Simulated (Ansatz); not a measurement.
# Does relaxation matter for the field gradients of ZnO with Na replacing Zn?

Start: a supercell of ZnO (wurtzite type, P6_3mc) built from an entry of the Crystallography Open Database (COD), with all atoms left at the host's positions.

```yaml
crystal:
  lattice:
    - [6.49862, 0.00000, 0.00000]
    - [-4.87396, 8.44195, 0.00000]
    - [0.00000, 0.00000, 10.41142]
  atoms:
    - { symbol: Na, position: [0.16667, 0.22222, 0.25000] }
    - { symbol: Zn, position: [0.16667, 0.22222, 0.75000] }
    - { symbol: Zn, position: [0.16667, 0.55556, 0.25000] }
    - { symbol: Zn, position: [0.16667, 0.55556, 0.75000] }
    - { symbol: Zn, position: [0.16667, 0.88889, 0.25000] }
    - { symbol: Zn, position: [0.16667, 0.88889, 0.75000] }
    - { symbol: Zn, position: [0.66667, 0.22222, 0.25000] }
    - { symbol: Zn, position: [0.66667, 0.22222, 0.75000] }
    - { symbol: Zn, position: [0.66667, 0.55556, 0.25000] }
    - { symbol: Zn, position: [0.66667, 0.55556, 0.75000] }
    - { symbol: Zn, position: [0.66667, 0.88889, 0.25000] }
    - { symbol: Zn, position: [0.66667, 0.88889, 0.75000] }
    - { symbol: Zn, position: [0.33333, 0.11111, 0.00000] }
    - { symbol: Zn, position: [0.33333, 0.11111, 0.50000] }
    - { symbol: Zn, position: [0.33333, 0.44444, 0.00000] }
    - { symbol: Zn, position: [0.33333, 0.44444, 0.50000] }
    - { symbol: Zn, position: [0.33333, 0.77778, 0.00000] }
    - { symbol: Zn, position: [0.33333, 0.77778, 0.50000] }
    - { symbol: Zn, position: [0.83333, 0.11111, 0.00000] }
    - { symbol: Zn, position: [0.83333, 0.11111, 0.50000] }
    - { symbol: Zn, position: [0.83333, 0.44444, 0.00000] }
    - { symbol: Zn, position: [0.83333, 0.44444, 0.50000] }
    - { symbol: Zn, position: [0.83333, 0.77778, 0.00000] }
    - { symbol: Zn, position: [0.83333, 0.77778, 0.50000] }
    - { symbol: O, position: [0.33333, 0.11111, 0.18951] }
    - { symbol: O, position: [0.33333, 0.11111, 0.68951] }
    - { symbol: O, position: [0.33333, 0.44444, 0.18951] }
    - { symbol: O, position: [0.33333, 0.44444, 0.68951] }
    - { symbol: O, position: [0.33333, 0.77778, 0.18951] }
    - { symbol: O, position: [0.33333, 0.77778, 0.68951] }
    - { symbol: O, position: [0.83333, 0.11111, 0.18951] }
    - { symbol: O, position: [0.83333, 0.11111, 0.68951] }
    - { symbol: O, position: [0.83333, 0.44444, 0.18951] }
    - { symbol: O, position: [0.83333, 0.44444, 0.68951] }
    - { symbol: O, position: [0.83333, 0.77778, 0.18951] }
    - { symbol: O, position: [0.83333, 0.77778, 0.68951] }
    - { symbol: O, position: [0.16667, 0.22222, 0.43950] }
    - { symbol: O, position: [0.16667, 0.22222, 0.93951] }
    - { symbol: O, position: [0.16667, 0.55556, 0.43950] }
    - { symbol: O, position: [0.16667, 0.55556, 0.93951] }
    - { symbol: O, position: [0.16667, 0.88889, 0.43950] }
    - { symbol: O, position: [0.16667, 0.88889, 0.93951] }
    - { symbol: O, position: [0.66667, 0.22222, 0.43950] }
    - { symbol: O, position: [0.66667, 0.22222, 0.93951] }
    - { symbol: O, position: [0.66667, 0.55556, 0.43950] }
    - { symbol: O, position: [0.66667, 0.55556, 0.93951] }
    - { symbol: O, position: [0.66667, 0.88889, 0.43950] }
    - { symbol: O, position: [0.66667, 0.88889, 0.93951] }
```

Atom numbers follow the list; atoms alike are taken as one site, whose name carries the number of the first.

Level of theory: DFT, PBE, plane waves and PAW, scalar-relativistic, collinear spin, 420 eV cutoff, Γ-centred 3×2×2 k-points, Fermi–Dirac smearing 0.01 eV (Ansatz 0.2.0). Start moments as typed (μB): 1 on each Na, none on the rest.

The largest force at the start is 2.3 eV/Å. Relaxing the ions at fixed cell moves them by 0.226 Å at most (atom 37, O) and 0.058 Å rms.

```tsv
site	atom	moved (Å)	first shell before	first shell after	V_zz before (10²¹ V/m²)	η before
Na	1	0.043	4 O at 1.97–1.98 Å	4 O at 2.15–2.18 Å	0.081	0.53
Zn2	2	0.038	4 O at 1.97–1.98 Å	4 O at 1.98–2.00 Å	-0.15	0.55
Zn3	3	0.013	4 O at 1.97–1.98 Å	4 O at 1.92–1.99 Å	-0.84	0.22
Zn5	5	0.030	4 O at 1.97–1.98 Å	4 O at 1.91–1.99 Å	-0.75	0.35
Zn7	7	0.037	4 O at 1.97–1.98 Å	4 O at 1.92–1.99 Å	-0.33	0.98
Zn9	9	0.022	4 O at 1.97–1.98 Å	4 O at 1.92–1.99 Å	-0.87	0.20
Zn11	11	0.034	4 O at 1.97–1.98 Å	4 O at 1.92–2.00 Å	-0.84	0.39
Zn12	12	0.017	4 O at 1.97–1.98 Å	4 O at 1.97–1.98 Å	-0.11	0.38
Zn14	14	0.012	4 O at 1.97–1.98 Å	4 O at 1.92–2.00 Å	-0.75	0.55
Zn15	15	0.023	4 O at 1.97–1.98 Å	4 O at 1.93–1.99 Å	-0.92	0.24
Zn16	16	0.022	4 O at 1.97–1.98 Å	4 O at 1.93–2.00 Å	-0.87	0.48
Zn19	19	0.013	4 O at 1.97–1.98 Å	4 O at 1.93–1.99 Å	-0.83	0.29
Zn20	20	0.011	4 O at 1.97–1.98 Å	4 O at 1.92–2.00 Å	-0.75	0.53
O27	27	0.208	3 Zn at 1.97–1.98 Å, 1 Na at 1.98 Å	3 Zn at 1.92–1.93 Å, 1 Na at 2.16 Å	-5.27	0.13
O34	34	0.014	4 Zn at 1.97–1.98 Å	4 Zn at 1.97–1.98 Å	-0.16	0.01
O37	37	0.226	1 Na at 1.97 Å, 3 Zn at 1.98 Å	3 Zn at 1.92–1.93 Å, 1 Na at 2.18 Å	-6.40	0.08
```

(1) How do the gradients change?

Answers

(1) 

```tsv
site	atom	V_zz after	η after	change of V_zz
Na	1	-0.16	0.43	–
Zn2	2	1.20	0.12	+1.35
Zn3	3	-2.42	0.28	-1.58
Zn5	5	-2.37	0.31	-1.62
Zn7	7	2.24	0.48	–
Zn9	9	-2.48	0.29	-1.61
Zn11	11	-2.24	0.53	-1.40
Zn12	12	-0.33	0.87	-0.22
Zn14	14	-2.42	0.20	-1.67
Zn15	15	-2.05	0.22	-1.13
Zn16	16	-2.34	0.17	-1.47
Zn19	19	-2.02	0.12	-1.19
Zn20	20	-2.42	0.25	-1.67
O27	27	-6.38	0.10	-1.11
O34	34	-0.32	0.56	-0.16
O37	37	-7.11	0.03	-0.71
```

The largest change of V_zz along a kept axis is on Zn20, from -0.75 to -2.42. Small gradients that grow severalfold: Zn7 (-0.33 to 2.24), Zn2 (-0.15 to 1.20). In per cent, |V_zz| changes by +11 to +21 on O (all sites that start above 2). Where |V_zz| stays above 0.1 and the axes keep their order, η moves most on O34, from 0.01 to 0.56. On Zn15, Zn16, Zn9, Zn3, Zn11, Zn19, Zn20, Zn14 and 5 more sites (not all in the table) V_xx and V_yy change places (or their axes turn by over 50°), so the two values of η hide a larger change. V_zz changes sign on Zn2 (axis turned by 21°). On Zn7, Na, O35, O30, O36, Zn18, Zn17, Zn22 and 2 more sites (not all in the table) the largest principal value lies along another axis in the second run, so the two V_zz can't be compared directly. The table leaves out 32 of the 48 sites, with |V_zz| up to 5.79; their tensors move by 1.21 at most along any direction. The statements above cover all sites. The host's own positions weren't relaxed first, so part of the change far from the defect can be the host's relaxation.

The defect repeats with the cell of 48 atoms, so it feels its images: sites between two images don't show the values beside a lone defect, and zeros or small values of η there can come from the images' arrangement. O and Zn carry a gradient in the pure host already, so the values there aren't the defect's effect alone. The shape of the repeated cell lowers the symmetry of the defect's site from 3m to 1, so η and the spread among like neighbours partly reflect the cell. The defect cell has no gap above 0.1 eV on its mesh, so the values can hang on the smearing and the k-mesh. The start moments die out, and the run ends without spin.
Before: The cell keeps the host's lattice, and with the defect in it the PBE pressure is 5 GPa. The neighbours have not yet relaxed around the defect (largest force 2.3 eV/Å), and relaxing can change the values around it severalfold.
After: The cell keeps the host's lattice, and with the defect in it the PBE pressure is 6 GPa.
